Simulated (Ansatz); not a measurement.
NbAs (CsCl type, space group No. 221) at seven volumes, plane-wave PAW PBE (Ansatz code), scaled uniformly. One row is withheld.

```
V (Å³/atom)  P (GPa)
-----------  -------
15.152         19.20
15.651         11.74
16.151          5.40
16.651          0.01
17.150         -4.57
17.650         -8.47
18.149             ?
```

### Question
Fit the shown pressures and predict the withheld one.

### Answer
P = (3/2)B₀(x^(7/2) − x^(5/2))[1 + (3/4)(B′ − 4)(x − 1)] with x = (V₀/V)^(2/3). Least squares on the six rows gives V₀ = 16.652 Å³/atom, B₀ = 165 GPa, B′ = 4.38. At V = 18.149, x = 0.9442 and P = -11.77 GPa. The run itself gave -11.77 GPa.

Space group Pm-3m (CsCl type). The cell is a constructed one: a structure type filled with these elements; neither database checked (COD, Materials Project) lists it. COD files the formula under space group No. 109, so this cell is another polymorph or a model. Whether it is the stable phase at ambient conditions was not checked. The cell was relaxed with PBE under the symmetry of its start; whether a distortion lowers the energy is not shown. No spin polarisation was allowed.

Potentials: the earlier of the program's two PAW sets.
